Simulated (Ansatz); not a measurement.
**Vibrational response of BeAs**

These are results of DFT PBE, scalar-relativistic, plane waves, PAW in Ansatz 0.2.0, not measurements. Settings: 420 eV plane-wave cutoff, Γ-centred 16×14×6 mesh, Fermi-Dirac smearing of 0.15 eV. No spin polarisation. Phonons by linear response, acoustic sum rule imposed.

The cell, relaxed at this level:
```
CELL_PARAMETERS angstrom
2.85175 0.00000 0.00000
0.00000 3.61598 0.00000
0.00000 0.00000 7.47127
ATOMIC_POSITIONS crystal
Be 0.00000 0.00000 0.96973
Be 0.50000 0.50000 0.03027
As 0.50000 0.00000 0.22465
As 0.00000 0.50000 0.77535
```

The structure comes from a generated guess, relaxed at this level; another structure or a mixture of phases may lie lower. In a metal, frequencies depend on the k mesh and the smearing, soft modes most. No dispersion correction is applied, so modes and constants that involve weak contacts between layers, chains or molecules come out too soft.

Optical modes at Γ:
```
frequency (cm⁻¹)  degeneracy
             106           1
             125           1
             204           1
             245           1
             328           1
             387           1
             432           1
             466           1
             576           1
```

All 9 optical modes at Γ are real: no displacement of atoms at fixed cell lowers the energy to second order. Strains and modes at other wave vectors aren't tested by this run.
